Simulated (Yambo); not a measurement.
```
RbLuO2
1.0
    1.69098     0.97629     6.42536
   -1.69098     0.97629     6.42536
    0.00000    -1.95257     6.42536
O Rb Lu
2 1 1
Direct
  0.77506   0.77506   0.77506
  0.22494   0.22494   0.22494
  0.00000   0.00000   0.00000
  0.50000   0.50000   0.50000
```

Response from Yambo on norm-conserving PBEsol (Quantum ESPRESSO, 100 Ry, no spin-orbit coupling) bands: 6×6×6 mesh, 59 bands, 4 Ry local-field block, 0.2 eV broadening.

Give the static electronic dielectric constant without and with local fields along each axis.


```csv
field along,"ε(0), independent particles","ε(0), RPA with local fields",refractive index √ε
x,4.50,4.04,2.01
z,4.18,3.53,1.88
```
Electronic (clamped-ion) response only. PBEsol gaps are usually too small, which raises these values. Convergence of the RPA response with its 6×6×6 mesh was not tested. x, y and z are Cartesian axes of the cell as given.

Geometry relaxed with PBEsol.
